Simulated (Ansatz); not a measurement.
LiCl (rock salt)

```
CELL_PARAMETERS angstrom
      0.00000     2.55614     2.55614
      2.55614     0.00000     2.55614
      2.55614     2.55614     0.00000
ATOMIC_POSITIONS crystal
  Cl 0.00000 0.00000 0.00000
  Li 0.50000 0.50000 0.50000
```

In this cell atom 1 (Cl, nearest neighbour Li at 2.556 Å; its periodic images, 3.6 Å or more away, move with it) is moved by u·(1.000, 0.000, 0.000) + v·(0.000, 1.000, 0.000); the rest is frozen.

Calculation: r2SCAN (plane waves to 500 eV, PAW, scalar-relativistic; Ansatz, a quantum-chemistry and plane-wave program). k mesh 9×9×9 (Γ-centred), Fermi-Dirac smearing 0.05 eV. Compression counts positive. Points where atoms come too close for the PAW data are left out (x in tables, blank in figures). LiCl was relaxed with its symmetry unable to fall.

Changes of P (GPa) from the point u = 0.000 Å, v = 0.000 Å when one coordinate moves alone (two changes are said to add if the coupling is within 5 % of the smaller one, nearly so within 20 %):

```tsv
point	change
u = 0.000 Å, v = -0.420 Å	2.66
u = -0.420 Å, v = 0.000 Å	2.66
u = 0.420 Å, v = 0.000 Å	2.66
u = 0.000 Å, v = 0.420 Å	2.66
```

Do the two effects add at u = 0.420 Å, v = 0.420 Å? Give the computed change.

The sum of the single changes is 2.66 + (2.66) = 5.32; the calculation gives 4.44, so the coupling contributes -0.88 (over 20 % of the smaller single change, not additive).

(A displaced cell: forces are minus the slopes of the energy, force constants its curvatures, and phonons follow from these.)
